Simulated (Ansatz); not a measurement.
Formation energy of BiF3-type GdBr3

The computed numbers are results of PBEsol, scalar-relativistic (collinear spin) in the plane-wave PAW code Ansatz at 420 eV, 8×8×8 k-mesh, Gaussian smearing of 0.05 eV. The datasets are Ansatz's generated set soft_2.

The start was a prototype's sites filled with these elements. The Crystallography Open Database lists the compound in space group C2/m, so this is a trial structure.

It takes space group Fm-3m (No. 225, cubic). Conventional cell: a = 7.297 Å, b = 7.297 Å, c = 7.297 Å, α = 90.00°, β = 90.00°, γ = 90.00°. Around Gd (site symmetry m-3m) lie 8 Br at 3.16 Å. Br (site symmetry m-3m) has 8 Br at 3.16 Å as nearest neighbours. Br (site symmetry -43m) is surrounded by 4 Gd at 3.16 Å and 4 Br at 3.16 Å. (Shells end 15 % past the nearest neighbour.)

The elements were computed in their standard states with the same datasets, cutoff and functional. The compound's run is ferromagnetic, with site spin moments Gd 6.87 μB. Absolute energies hang on the potentials; compare differences alone.

Energy of the relaxed cell (4 atoms, smearing extrapolated to zero): -17443.009 eV. Elements, in eV/atom: Gd -9227.984, Br -2736.473.

Q: What is the formation energy?

A: [-17443.009 − (1 × -9227.984 + 3 × -2736.473)] / 4 = -1.40 eV/atom, or -135 kJ per mole of atoms.

The value is for 0 K, without zero-point energy. Uncorrected semilocal values for oxides, chalcogenides and halides often miss by tenths of an eV an atom. A negative value shows stability against the elements alone, not against other compounds or structures.

Formal charges Gd³⁺, Br⁻ leave Gd³⁺ with an open 4f⁷ shell. A part-filled shell gives a gap only if something splits it: here on each such atom exchange fills one spin channel and leaves the other empty, so the half-filled shell acts almost as a closed one, and the gap is 0.53 eV.

Semilocal functionals without a U place occupied f levels too high and empty ones too low, so gaps that touch them come out too small. No spin–orbit coupling, a notable omission for heavy elements. The run wasn't fully tested for a lower electronic state. Site moments are of spin, integrated over atomic spheres. Only parallel moments were tried, so the real magnetic order may be another.
